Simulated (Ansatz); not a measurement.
According to plane-wave PAW r²SCAN+D4 (Ansatz code), Mg2O in the trigonal phase (R-3m; Mg on 6c, O on 3a) relaxes to a = 3.035 Å, c = 14.986 Å. Mg has 3 nearest neighbours from 2.14 Å (trigonal pyramidal); O has 6 nearest neighbours from 2.14 Å (octahedral). Against the elements it lies at -163 kJ/mol-atom, with no fitted shifts.

Electronic character: metallic (no gap).

Bader charges are Mg +0.93, O -1.85 e.

The start of the workflow was typed in or built on a structure type; neither database checked (COD, Materials Project) lists it. Its standing as an ambient phase is unchecked. The r²SCAN+D4 relaxation kept the symmetry of its start; whether a distortion lowers the energy is not shown. The volume moved by -17 % from the start of the relaxation. The references are the lowest solids computed at this level, not always the standard phases (solids in place of the gases).

Potentials: the earlier of the program's two PAW sets. The files were generated under PBE; for other functionals the program regenerates the frozen cores, and for LDA and PBEsol the local potential too.
